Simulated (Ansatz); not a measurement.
A generator proposed this cell of GeW.

```yaml
crystal:
  lattice:
    - [3.64229, 0.00000, 0.00000]
    - [-1.82115, 3.15432, 0.00000]
    - [0.00000, 0.00000, 5.16676]
  atoms:
    - { symbol: Ge, position: [0.33333, 0.66667, 0.25000] }
    - { symbol: Ge, position: [0.66667, 0.33333, 0.75000] }
    - { symbol: W, position: [0.00000, 0.00000, 0.00000] }
    - { symbol: W, position: [0.00000, 0.00000, 0.50000] }
```

The calculation used DFT PBE, scalar-relativistic, plane waves, PAW in Ansatz. Cutoff 420 eV; k points 6×6×4 on the computed 4-atom cell (Γ-centred); Gaussian smearing, width 0.10 eV; no spin polarisation.

Energies over the elements count from the elements' standard structures at the same level, with no fitted energy shifts.

Problem. How far from equilibrium is it?

Solution. The pressure is 50.5 GPa (the mean over three directions, positive in compression), the largest force is 0.00 eV/Å (symmetry fixes the atoms), and the energy is +0.99 eV/atom against the elements. The shortest distance is 2.47 Å.

Problem. How much does it gain on relaxing, and where does it end?

Solution. Relaxing gains about 0.75 eV/atom (the start's value is from the coarse mesh, so the gain is rough) in 22 ionic steps and ends at +0.24 eV/atom on the finer mesh. The symmetry stays P6_3/mmc (No. 194). The volume per atom grows by 8.4 %, from 14.8 to 16.1 Å³. The shortest distance goes from 2.47 Å (Ge–W) to 2.59 Å (Ge–W). The ratio c/a of the conventional cell changes by a factor of 1.61. Conventional cell: a = 3.191 Å, c = 7.297 Å. Ge has 6 W at 2.59 Å and 6 Ge at 3.19 Å; W has 6 Ge at 2.59 Å.

The last run used an 18×18×6 mesh (in the run's order of axes) for its 4-atom cell and Gaussian smearing of 0.10 eV. These runs have no spin–orbit coupling, which can matter for W. The relaxation can't lower the symmetry of the start. A structure relaxed within its symmetry needn't be a true minimum.
